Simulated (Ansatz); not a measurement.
HfN (rock salt)

```
HfN
1.0
    0.00000     4.54802     4.54802
    2.27401     0.00000     2.27401
    2.27401     2.27401     0.00000
N Hf
2 2
Cartesian
  0.00000   0.00000   0.00000
  0.00000   2.27401   2.27401
  2.27401   2.27401   2.27401
  2.27401   4.54802   4.54802
```

In this cell atom 3 (Hf, nearest neighbour N at 2.274 Å; its periodic images, 3.2 Å or more away, move with it) is moved by s towards the nearest neighbour, unit vector (-1.000, 0.000, 0.000); all other atoms and the cell stay fixed.

These are PBE (plane waves to 420 eV, PAW, scalar-relativistic; Ansatz, a program for electronic structure) values and carry that method's errors. k mesh 7×14×14 (Γ-centred), Fermi-Dirac smearing 0.05 eV. Energies are smeared free energies. With partly filled bands, energies and forces of such displacements shift with the k mesh and the smearing. HfN is run without spin polarisation. HfN was relaxed with its symmetry unable to fall. Spin-orbit coupling is left out, though Hf is heavy. The PAW data are Ansatz's earlier set. ΔE is measured from the undisplaced structure. The last digit holds for this mesh only.

| s (Å) | ΔE (meV/cell) |
|---|---|
| -0.230 | withheld |
| -0.184 | 189.3 |
| -0.138 | 103.3 |
| -0.092 | 45.0 |
| -0.046 | 11.0 |
| 0.000 | 0.0 |
| 0.046 | 11.0 |
| 0.092 | 45.0 |
| 0.138 | 103.3 |
| 0.184 | 189.3 |
| 0.230 | withheld |

Question: Fit an even polynomial form (powers 2, 4) to the given rows and predict ΔE at s = -0.230.

Answer: Least squares on the 9 given rows: ΔE = (5214)·s² + (11140)·s⁴, in meV/cell with s in Å; root-mean-square residual 0.05 meV/cell. At -0.230 the fit gives 307.0 meV/cell; the calculation gives 308.3 meV/cell, so the extrapolation is off by -1.3 (-0.4 %). The quadratic term alone would give 275.8 meV/cell.

(A displaced cell: forces are minus the slopes of the energy, force constants its curvatures, and phonons follow from these.)
